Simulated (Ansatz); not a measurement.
Cu Kα1 powder pattern (kinematic, no thermal factors).
| 2θ (°) | relative intensity |
| --- | --- |
| 33.15 | 100 |
| 59.21 | 51 |
| 61.18 | 70 |
| 69.56 | 8 |

The pattern is computed from a structure relaxed with Ansatz 0.2.0, DFT PBE, scalar-relativistic, plane waves, PAW. No spin polarisation. Its elements are B, Be.

Task: Give the structure.

Result: BeB.
Space group P-6m2 (No. 187). a = 3.118 Å, b = 3.118 Å, c = 1.828 Å, α = 90.00°, β = 90.00°, γ = 120.00°
```
atom  site  symmetry       x       y       z
  Be    1d      -6m2  0.3333  0.6667  0.5000
   B    1e      -6m2  0.6667  0.3333  0.0000
```

A pattern alone doesn't exclude other cells with like lines; this is the one computed.

The cell was found from a structure generator's guess, not taken from experiment.
